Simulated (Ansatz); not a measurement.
GdMn3 in the AuCu3-type structure

Level of theory: DFT, PBE+U (U_eff = 6 eV on Gd 4f), scalar-relativistic, collinear spin; plane waves to 420 eV with PAW datasets (Ansatz 0.2.0), 8×8×8 k-mesh, Gaussian smearing of 0.05 eV; PAW files: Ansatz's generated set soft_2.

```
Gd Mn
1.0
     4.13058    0.00000    0.00000
     0.00000    4.13058    0.00000
     0.00000    0.00000    4.13058
Gd Mn
1 3
Cartesian
  0.0000 0.0000 0.0000
  0.0000 2.0653 2.0653
  2.0653 2.0653 0.0000
  2.0653 0.0000 2.0653
```

This is a trial structure made by placing the elements on a prototype's sites, so it needn't be the stable form.

Magnetic state: ferrimagnetic, site spin moments Gd 7.23; Mn -3.38 μB.

The cell has space group Pm-3m (read at 0.01 Å). In it the stress is 0.00, 0.00, 0.00, 0.00, 0.00, 0.00 GPa and the largest force component 0.000 eV/Å. Each change below starts from this cell, without further relaxation. Stress is in GPa, positive in compression, in the order xx, yy, zz, yz, xz, xy; energies are counted from the cell above and are free energies with the smearing's entropy, which match forces and stress in a metal.

Q: What stress follows from an engineering strain of -1 % in zz, atoms carried along?

A: 0.62, 0.62, 1.11, 0.00, 0.00, 0.00 GPa; the energy changes by 2.5 meV per cell.
The change of the stress over the strain gives a clamped-atom stiffness of about 111 GPa for this component, a secant value that lies under the elastic constant in tension and over it in compression, by several per cent for each per cent of strain.
In a harmonic crystal the energy would rise by V(½Cε² − σ₀ε), with σ₀ the stress of the unstrained cell, = 2.5 meV, which matches.

With a Hubbard U or exact exchange the result depends on the state in which the open shell ends, and a lower one can't be excluded. These numbers lack spin–orbit coupling. Site moments are of spin, integrated over atomic spheres. A U of this size is made for insulators; in a metal, as here, it tends to take f weight out of the bonding and to swell the cell.
